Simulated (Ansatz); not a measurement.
Computed with Ansatz 0.2.0, DFT PBE, scalar-relativistic, plane waves, PAW. All cells share a 420 eV cutoff and Γ-centred k meshes spaced about 0.3 Å⁻¹ or finer (0.25 for metals, 2π included). No spin polarisation in the final relaxations.

Temperature and zero-point effects are left out. All come from trial cells, and lower structures may exist.

Question: These unrelaxed guesses for Nb₃Si₂O are each relaxed within their symmetry. Order them by the energy at which they end, lowest first.
A.

```
Nb Si O
1.0
     6.80000    0.00000    0.00000
     0.00000    6.80000    0.00000
     0.00000    0.00000    3.63000
Nb Si O
6 4 2
Direct
  0.50000 0.50000 0.00000
  0.81900 0.31900 0.50000
  0.00000 0.00000 0.00000
  0.18100 0.68100 0.50000
  0.31900 0.18100 0.50000
  0.68100 0.81900 0.50000
  0.11100 0.38900 0.00000
  0.88900 0.61100 0.00000
  0.38900 0.88900 0.00000
  0.61100 0.11100 0.00000
  0.50000 0.50000 0.50000
  0.00000 0.00000 0.50000
```

B.

```
Nb Si O
1.0
     3.10000    0.00000    0.00000
    -1.55000    2.68468    0.00000
     0.00000    0.00000   20.20000
Nb Si O
6 4 2
Cartesian
  1.5500 0.8949 13.7966
  1.5500 0.8949 16.5034
  0.0000 0.0000 10.1000
  0.0000 1.7898 6.4034
  0.0000 1.7898 3.6966
  0.0000 0.0000 0.0000
  0.0000 1.7898 11.9180
  1.5500 0.8949 8.2820
  0.0000 1.7898 18.3820
  1.5500 0.8949 1.8180
  0.0000 0.0000 15.1500
  0.0000 0.0000 5.0500
```

C.

```
Nb Si O
1.0
     3.92186    0.00000    0.00000
    -1.96093    3.39643    0.00000
     0.00000    0.00000    7.44790
Nb Si O
3 2 1
Direct
  0.00000 0.00000 0.50000
  0.00000 0.00000 0.21228
  0.00000 0.00000 0.78772
  0.33333 0.66667 0.37901
  0.33333 0.66667 0.62099
  0.00000 0.00000 0.00000
```

Answer: A (ends in P4/mbm, 0 meV/atom), B (ends in P6_3/mmc, 69 meV/atom), C (ends in P-6m2, 99 meV/atom).

A magnetic state wasn't ruled out in cells without spin, among them P4/mbm, P-6m2. With atoms moved at random, P4/mbm (by 178 meV/atom) and P-6m2 (by 28 meV/atom) fell into a lower structure. Without a clear test, and held by symmetry: P6_3/mmc. Some structure types and database cells were kept out of the candidates from the start, so a known form may be missing.
